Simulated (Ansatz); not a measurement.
A geometry of Ti away from equilibrium: step 3 of the relaxation of a relaxed Ti cell displaced along its unstable phonon at q = (½, 0, 0) of its primitive reciprocal cell (149i cm⁻¹), largest move 0.15 Å. The numbers are results of PBEsol (plane waves to 420 eV, PAW, scalar-relativistic; Ansatz, a program for electronic structure), not measurements. Γ-centred k-mesh 6×12×12 on the run's cell (coarser than for final values), Fermi–Dirac smearing 0.05 eV. The plane waves were selected for a different cell earlier on the path.

```yaml
crystal:
  lattice:
    - [5.03997, 0.00000, 0.00000]
    - [0.00000, 2.59499, 0.00000]
    - [0.00000, 0.00000, 2.60597]
  atoms:
    - { symbol: Ti, position: [0.25000, 0.50000, 0.29179] }
    - { symbol: Ti, position: [0.75000, 0.50000, 0.70821] }
```

### Question
What forces act on the atoms (eV/Å)?

### Answer
| atom | Fx | Fy | Fz |
|---|---|---|---|
| Ti1 | 0.00 | 0.00 | -0.62 |
| Ti2 | 0.00 | 0.00 | 0.62 |

The path ends in P6/mmm (No. 191) (AFLOW prototype A_hP1_191_a (A_f, as in Sn)). No spin polarisation in the result.

The run could not lose the symmetry of its start: the end is stationary, and may be a saddle point rather than a minimum.

The end of the path is a generated cell of Ti: the first start was made by placing the elements on the sites of a structure type, and the end was not matched to a known phase here, so it may be hypothetical. Known forms of Ti include space group No. 194.
